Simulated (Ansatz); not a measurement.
A structure of TiO₂ relaxed with PBEsol (plane waves to 420 eV, PAW, scalar-relativistic; Ansatz, a first-principles code); single points at other levels follow on the same geometry (Ansatz, PAW; HSE06 at 420 eV on a 8×8×8 k-mesh; no spin-orbit coupling). Space group I4₁/amd (No. 141).

```xyz
6
Lattice="-1.8848 1.8848 4.7764 1.8848 -1.8848 4.7764 1.8848 1.8848 -4.7764" Properties=species:S:1:pos:R:3 pbc="T T T"
O      0.0000     0.0000     6.7587
O      1.8848     0.0000     4.3705
O      1.8848     0.0000     0.4059
O      0.0000     0.0000     2.7941
Ti     0.0000     0.0000     4.7764
Ti     1.8848     0.0000     2.3882
```

```
level   gap (eV)      kind  conduction minimum
------  --------  --------  ------------------
PBEsol      2.11  indirect                   Γ
HSE06        [?]         –                 [?]
```

Fill in the missing entries.


- HSE06, gap (eV): 3.65
- HSE06, conduction minimum: Γ

HSE06 gaps come from a coarse mesh plus a few chosen points, so they may be too large. No spin polarisation in the result.

Measured for TiO2: gap 3.42 eV (0 K or low temperature; as listed in Wei Kang, Mark S. Hybertsen, Physical Review B (2010)). Computed minus measured — gap: PBEsol -1.31 eV, HSE06 +0.23 eV. The computed values are for a static lattice, and a measured gap can be an optical one, lowered by exciton binding.

The run could not lose the symmetry of its start.
